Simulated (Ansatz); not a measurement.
Theory: Ansatz, DFT PBE, scalar-relativistic, plane waves, PAW. Settings: cutoff 420 eV, Γ-centred meshes spaced at most about 0.3 Å⁻¹, and about 0.25 Å⁻¹ or finer for metals (2π included), Gaussian smearing. No spin polarisation in the final relaxations.

Temperature and zero-point effects are left out. All come from trial cells, and lower structures may exist.

Problem. These unrelaxed guesses for LuTlAu4 are each relaxed within their symmetry. Order them by the energy at which they end, lowest first.
A.

```
Lu Tl Au
1.0
     0.00000    4.06836    4.06836
     4.06836    0.00000    4.06836
     4.06836    4.06836    0.00000
Lu Tl Au
1 1 4
Direct
  0.25000 0.25000 0.25000
  0.75000 0.75000 0.75000
  0.08536 0.08536 0.08536
  0.08536 0.08536 0.74392
  0.08536 0.74392 0.08536
  0.74392 0.08536 0.08536
```

B.

```
Lu Tl Au
1.0
     3.95880    0.00000    0.00000
     0.00000    3.95880    0.00000
     0.00000    0.00000    8.42002
Lu Tl Au
1 1 4
Direct
  0.50000 0.50000 0.50000
  0.00000 0.00000 0.00000
  0.00000 0.00000 0.70739
  0.00000 0.00000 0.29261
  0.00000 0.00000 0.50000
  0.50000 0.50000 0.00000
```

C.

```
Lu Tl Au
1.0
     0.00000    4.01027    4.01027
     4.01027    0.00000    4.01027
     4.01027    4.01027    0.00000
Lu Tl Au
1 1 4
Direct
  0.00000 0.00000 0.00000
  0.75000 0.75000 0.75000
  0.87339 0.37554 0.37554
  0.37554 0.37554 0.37554
  0.37554 0.87339 0.37554
  0.37554 0.37554 0.87339
```

Solution. C (ends in F-43m, 0 meV/atom), B (ends in P4/mmm, 0.47 eV/atom), A (ends in F-43m, 0.52 eV/atom).

Spin–orbit coupling, which can matter for Au and Tl, is left out. Cells relaxed within their symmetry can be saddle points. Some structure types and database cells were kept out of the candidates from the start, so a known form may be missing.
